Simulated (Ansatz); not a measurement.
Cu:
```cif
data_Cu4
_chemical_formula_sum 'Cu4'
_space_group_name_H-M_alt 'P63/mmc'
_space_group_IT_number 194
_space_group_name_Hall '-P 6c 2c'
_cell_length_a 2.51417
_cell_length_b 2.51417
_cell_length_c 8.26593
_cell_angle_alpha 90.000
_cell_angle_beta 90.000
_cell_angle_gamma 120.000
loop_
_atom_site_label
_atom_site_type_symbol
_atom_site_symmetry_multiplicity
_atom_site_Wyckoff_symbol
_atom_site_fract_x
_atom_site_fract_y
_atom_site_fract_z
_atom_site_occupancy
Cu1 Cu 2 a 0.00000 0.00000 0.00000 1
Cu2 Cu 2 c 0.33333 0.66667 0.25000 1
```

Relaxed with PBEsol.

Which orbitals make up the states near the Fermi level in PBEsol (plane waves, PAW; program Ansatz)?

Within 0.5 eV of the Fermi level: Cu 4s 41 %, Cu 3d 35 %, outside the projected shells 23 %. Projections are on Löwdin-orthogonalised atomic valence shells; empty p or d shells of many metals are not among them.

Tabulate the density of states.

States/eV per cell of 4 atoms, in 0.25 eV bins, energy from the Fermi level.

```tsv
E (eV)	total	Cu 3d	Cu 4s	Cu 3s
-7.85	0.46	0.02	0.41	0.02
-7.60	0.50	0.03	0.44	0.02
-7.35	0.55	0.04	0.48	0.02
-7.10	0.61	0.06	0.52	0.02
-6.85	0.67	0.09	0.56	0.02
-6.60	0.75	0.12	0.60	0.01
-6.35	0.85	0.18	0.64	0.01
-6.10	0.98	0.27	0.68	0.01
-5.85	1.18	0.42	0.73	0.01
-5.60	1.55	0.71	0.80	0.01
-5.35	2.55	1.60	0.90	0.01
-5.10	3.83	2.89	0.89	0.01
-4.85	4.83	4.03	0.74	0.00
-4.60	5.88	5.28	0.53	0.00
-4.35	9.03	8.66	0.27	0.00
-4.10	7.79	7.55	0.11	0.00
-3.85	7.54	7.25	0.14	0.00
-3.60	9.85	9.39	0.27	0.00
-3.35	13.61	13.09	0.29	0.00
-3.10	12.73	12.25	0.29	0.00
-2.85	14.82	14.26	0.35	0.00
-2.60	10.65	10.28	0.22	0.00
-2.35	10.68	10.38	0.18	0.00
-2.10	12.03	11.79	0.16	0.00
-1.85	14.59	14.36	0.17	0.00
-1.60	16.88	16.59	0.25	0.00
-1.35	1.81	1.40	0.35	0.00
-1.10	1.54	1.02	0.43	0.01
-0.85	1.44	0.82	0.48	0.01
-0.60	1.37	0.66	0.50	0.01
-0.35	1.33	0.56	0.52	0.01
-0.10	1.27	0.46	0.52	0.01
0.15	1.24	0.39	0.51	0.01
0.40	1.14	0.31	0.48	0.01
0.65	1.05	0.26	0.45	0.01
0.90	1.04	0.23	0.44	0.01
1.15	1.01	0.19	0.41	0.01
1.40	0.99	0.17	0.38	0.01
1.65	1.03	0.15	0.38	0.01
1.90	1.01	0.14	0.36	0.01
2.15	0.96	0.12	0.33	0.01
2.40	0.90	0.10	0.29	0.01
2.65	0.88	0.09	0.27	0.01
2.90	0.79	0.07	0.23	0.01
3.15	0.72	0.06	0.20	0.01
3.40	0.66	0.05	0.17	0.01
3.65	0.62	0.04	0.15	0.01
3.90	0.69	0.04	0.20	0.01
4.15	0.58	0.04	0.20	0.01
4.40	0.51	0.03	0.19	0.01
4.65	0.48	0.03	0.18	0.01
```

Space group P6_3/mmc (dhcp (α-La type)). The workflow started from a Materials Project entry (that database holds measured and hypothetical structures alike); the Crystallography Open Database copy checked does not list it. It is not the phase usual at ambient conditions (space group No. 225). The PBEsol relaxation kept the symmetry of its start; whether a distortion lowers the energy is not shown. The run is not spin-polarised.

Potentials: the earlier of the program's two PAW sets. The files were generated under PBE; for other functionals the program regenerates the frozen cores, and for LDA and PBEsol the local potential too.
